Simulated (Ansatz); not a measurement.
The start is a relaxed HfN cell with every coordinate shifted by Gaussian noise of σ = 0.3 Å. Cell shape, volume and atoms are optimised at zero target pressure with PBE (plane waves to 420 eV, PAW, scalar-relativistic; Ansatz, an electronic-structure program). The first steps use a coarse 9×9×9 k-mesh.

Initial structure:
```yaml
crystal:
  lattice:
    - [0.00000, 2.27394, 2.27394]
    - [2.27394, 0.00000, 2.27394]
    - [2.27394, 2.27394, 0.00000]
  atoms:
    - { symbol: N, position: [0.94872, 0.11539, 0.94630] }
    - { symbol: Hf, position: [0.73742, 0.63166, 0.34511] }
```

Q: By how much does the energy per atom fall from start to end?

A: About 2.1 eV/atom.

Q: Does it find its way back to the structure it was made from?

A: It returns to the parent structure, Fm-3m (No. 225).

Q: How do the shortest distances between atoms change?

A: The closest pairs of elements (up to four, under 3.6 Å), start → end: Hf–N 1.65 → 2.27 Å; Hf–Hf 3.22 → 3.22 Å; N–N 3.22 → 3.22 Å.

Q: Is the relaxed structure metallic? Give its gap.

A: No gap (metallic).

Final structure:

```cif
data_Hf4N4
_chemical_formula_sum 'N4 Hf4'
_space_group_name_H-M_alt 'Fm-3m'
_space_group_IT_number 225
_space_group_name_Hall '-F 4 2 3'
_cell_length_a 4.54797
_cell_length_b 4.54797
_cell_length_c 4.54797
_cell_angle_alpha 90.000
_cell_angle_beta 90.000
_cell_angle_gamma 90.000
loop_
_atom_site_label
_atom_site_type_symbol
_atom_site_symmetry_multiplicity
_atom_site_Wyckoff_symbol
_atom_site_fract_x
_atom_site_fract_y
_atom_site_fract_z
_atom_site_occupancy
N1 N 4 b 0.50000 0.50000 0.50000 1
Hf1 Hf 4 a 0.00000 0.00000 0.00000 1
```
(The calculation used a cell of 2 atoms; values per cell refer to that cell.)

Final values are on a 18×18×18 k-mesh of the relaxed cell. The start holds a very short contact (Hf–N 1.65 Å). No spin polarisation in the result. The relaxed primitive cell holds an odd number of electrons. A magnetic state may lie lower.
